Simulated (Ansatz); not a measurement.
Cells of Zr₃Si relaxed with r2SCAN (plane waves to 500 eV, PAW, scalar-relativistic; Ansatz, a quantum-chemistry and plane-wave program), each with a space-group label. One label is wrong.

**A**, labelled Cmcm (No. 63)
```yaml
crystal:
  lattice:
    - [2.29324, -8.71534, 0.00000]
    - [2.29324, 8.71534, 0.00000]
    - [0.00000, 0.00000, 4.49198]
  atoms:
    - { symbol: Zr, position: [0.56162, 0.43838, 0.75000] }
    - { symbol: Zr, position: [0.43838, 0.56162, 0.25000] }
    - { symbol: Zr, position: [0.93820, 0.06180, 0.75000] }
    - { symbol: Zr, position: [0.25165, 0.74835, 0.25000] }
    - { symbol: Zr, position: [0.06180, 0.93820, 0.25000] }
    - { symbol: Zr, position: [0.74835, 0.25165, 0.75000] }
    - { symbol: Si, position: [0.16229, 0.83771, 0.75000] }
    - { symbol: Si, position: [0.83771, 0.16229, 0.25000] }
```

**B**, labelled P6/mmm (No. 191)
```xyz
4
Lattice="4.7631 0.0000 0.0000 -2.3815 4.1249 0.0000 0.0000 0.0000 4.9882" Properties=species:S:1:pos:R:3 pbc="T T T"
Zr     0.0000     0.0000     2.4941
Zr     0.0000     2.7500     0.0000
Zr     2.3815     1.3750     0.0000
Si     0.0000     0.0000     0.0000
```

**C**, labelled C222 (No. 21)
```xyz
4
Lattice="1.5494 -2.8199 0.0000 1.5494 2.8199 0.0000 0.0000 0.0000 9.7146" Properties=species:S:1:pos:R:3 pbc="T T T"
Si     1.5494     0.0000     0.0000
Zr     0.0000     0.0000     4.8573
Zr     0.7747    -1.4100     7.4894
Zr     0.7747     1.4100     2.2252
```

**D**, labelled R-3c (No. 167)
```
CELL_PARAMETERS angstrom
      4.30469     0.00000     0.00000
      0.00000     4.30469     0.00000
      0.00000     0.00000     4.30469
ATOMIC_POSITIONS crystal
  Si 0.50000 0.50000 0.50000
  Zr 0.00000 0.00000 0.50000
  Zr 0.50000 0.00000 0.00000
  Zr 0.00000 0.50000 0.00000
```

### Question
Which label is wrong, and what should it be (tolerance 0.01 Å)?

### Answer
D: its symmetry is Pm-3m (No. 221), cP4, Cu3Au type; a = b = c = 4.3047 Å, α = β = γ = 90.00°.

Each run could gain symmetry but not lose that of its start, so entries can be saddle points. All of these are generated cells (placed on structure types, drawn at random, substituted or restacked) that were not matched to a known phase here.

No spin polarisation in the result.
